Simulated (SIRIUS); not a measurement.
A self-consistent single point of Si (P6_3/mmc, 4 atoms in the cell; from Materials Project mp-165).

```
CELL_PARAMETERS angstrom
      3.83132     0.00000     0.00000
     -1.91566     3.31802     0.00000
      0.00000     0.00000     6.33262
ATOMIC_POSITIONS crystal
  Si 0.33333 0.66667 0.06301
  Si 0.66667 0.33333 0.93699
  Si 0.66667 0.33333 0.56301
  Si 0.33333 0.66667 0.43699
```

All values come from this method and carry its errors: LDA (PW92), FP-LAPW (LAPW with two local orbitals a valence shell; core below -3 Ha), all-electron full potential with IORA scalar-relativistic valence and Dirac core run with SIRIUS 7.12.0.

SIRIUS settings:

| key | value |
|---|---|
| parameters.ngridk | 8 8 4 |
| basis | LAPW with two local orbitals a valence shell, core below -3 Ha |
| unit_cell.atom_type_rmt | {Si: 2.15} bohr |
| parameters.xc_functionals | [XC_LDA_X, XC_LDA_C_PW] |
| parameters.aw_cutoff | 7 |
| parameters.pw_cutoff | 20 1/bohr |
| parameters.smearing | gaussian |
| parameters.smearing_width | 0.000734986 Ha |
| parameters.electronic_structure_method | full_potential_lapwlo |
| parameters.lmax_apw | 8 |
| parameters.lmax_rho | 8 |
| parameters.lmax_pot | 8 |
| parameters.auto_rmt | 0 |
| parameters.valence_relativity | iora |
| parameters.num_fv_states | 12 |
| parameters.num_mag_dims | 0 |
| parameters.num_dft_iter | 100 |
| parameters.energy_tol | 1e-07 Ha |
| parameters.density_tol | 1e-06 |
| mixer.type | broyden2 |
| mixer.beta | 0.4 |
| mixer.use_hartree | false |

Results:

```
Item                                                       Value
------------------------------------------------  --------------
Number of valence electrons                                   16
Number of bands                                               12
Number of k-points after the program's reduction              30
Size of the basis                                            356
Number of SCF iterations                                      11
FFT grid                                            50 × 50 × 80
Free energy E − TS                                -31460.7095 eV
Gap on the k-point mesh                                  0.32 eV
Largest force (vector length)                         0.015 eV/Å
```

Forces (eV/Å):
```
atom     Fx     Fy      Fz
----  -----  -----  ------
Si1   0.000  0.000  -0.015
Si2   0.000  0.000   0.015
Si3   0.000  0.000  -0.015
Si4   0.000  0.000   0.015
```

The gap is read on the k-point mesh of the run and can differ from the gap over the whole zone at this level.

For comparison: a first run (DFT, LDA (PW92), FP-LAPW (LAPW with two local orbitals a valence shell; core below -3 Ha), all-electron full potential with ZORA scalar-relativistic valence and Dirac core) was changed to give this one (parameters.valence_relativity: default → iora), and from it to this one the largest force stays at 0.015 eV/Å and the gap on the mesh stays at 0.320 eV.

The structure comes from a collection of computed structures, made at another level of theory; the collection holds predicted forms beside known ones. Values depend on the basis (sphere radii, cutoffs, local orbitals), which need not be converged.

Cost on one core: around 80 core-seconds (rough).
